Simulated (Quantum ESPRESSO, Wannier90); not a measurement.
Tight-binding from DFT: ZrN (P-3m1)

```xyz
4
Lattice="3.2090 0.0000 0.0000 -1.6045 2.7791 0.0000 0.0000 0.0000 5.5169" Properties=species:S:1:pos:R:3 pbc="T T T"
Zr    -1.6045     0.9264    -1.4053
Zr     1.6045    -0.9264     1.4053
N      0.0000     0.0000     0.0000
N      0.0000     0.0000     2.7585
```

Structure: Materials Project mp-1014160, symmetrised, not relaxed again. Not found in the COD (Crystallography Open Database) copy used, which has the formula in other groups; not checked further. Level: PBEsol, no spin polarisation, no spin-orbit coupling; pw.x of Quantum ESPRESSO at 68 Ry with PseudoDojo potentials, 12×12×6 k-points, Wannier90. Density: 12×12×6 mesh, cold smearing 0.01 Ry.

Bands 9-10 form an isolated set from -15.80 to -13.38 eV relative to the Fermi level (on the path) and are turned into 2 Wannier functions by minimising the spread from the start: atomic waves N 2s.

**Question.** Where do the functions sit, how wide are they and what are they made of?

**Answer.** 
```json
[
 {"functions": "1", "spread (Å²)": "1.13", "nearest atom, distance (Å)": "N 0.00", "second atom, distance (Å)": "Zr 2.33", "weight on atomic waves": "N 2s 71 %, Zr 4d 16 %, Zr 5s 8 %"},
 {"functions": "1", "spread (Å²)": "1.15", "nearest atom, distance (Å)": "N 0.00", "second atom, distance (Å)": "Zr 2.29", "weight on atomic waves": "N 2s 70 %, Zr 4d 16 %, Zr 5s 8 %"}
]
```

Ω_I = 2.27 Å², Ω_total = 2.28 Å²; the interpolated bands follow pw.x to 0.0 meV rms on the path. Only this start was tried; a symmetric start can stop on a saddle, and mixtures of these functions could lower the total by at most Ω_total − Ω_I.
